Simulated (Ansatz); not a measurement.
## TiSi2 under strain: ⁴⁷Ti nuclear quadrupole resonance

Cell: a structure deposited in the COD, relaxed with PBE at fixed cell and then changed (z stretched by 3 %, ions relaxed).

```xyz
6
Lattice="0.0000 4.1180 4.3893 2.3865 0.0000 4.3893 2.3865 4.1180 0.0000" Properties=species:S:1:pos:R:3 pbc="T T T"
Ti    3.5797    6.1770    6.5840
Ti    2.3865    4.1180    4.3893
Si    1.1932    0.7255    2.1947
Si    1.1932    3.3925    2.1947
Si    2.3865    1.3335    4.3893
Si    2.3865    6.9025    4.3893
```

Atom numbers follow the list; atoms alike are taken as one site, whose name carries the number of the first.

Level of theory: DFT, PBE, plane waves and PAW, scalar-relativistic, 420 eV cutoff, Γ-centred 13×13×13 k-points, Fermi–Dirac smearing 0.05 eV (Ansatz 0.2.0).

⁴⁷Ti: I = 5/2, Q = 302.0 mb (year-2017 value). Static lattice, zero field.

**Question.** Predict the zero-field ⁴⁷Ti lines of each site.

**Answer.** For I = 5/2 and η = 0 the lines are 3|C_Q|/20 and twice that; η pulls their ratio below 2.

```csv
site,atoms,V_zz (10²¹ V/m²),C_Q (MHz),η,line frequencies (MHz)
Ti,"1, 2",-1.32,-9.66,0.16,"1.49, 2.88"
```

**Question.** And for 49Ti (I = 7/2, Q = 247.0 mb) on Ti?

**Answer.** C_Q scales with Q to -7.90 MHz, with lines at 0.616, 1.11, 1.69 MHz.

With no gap above 0.1 eV, as in a metal, the gradients converge slowly in k; expect changes of a tenth or more on a denser mesh.
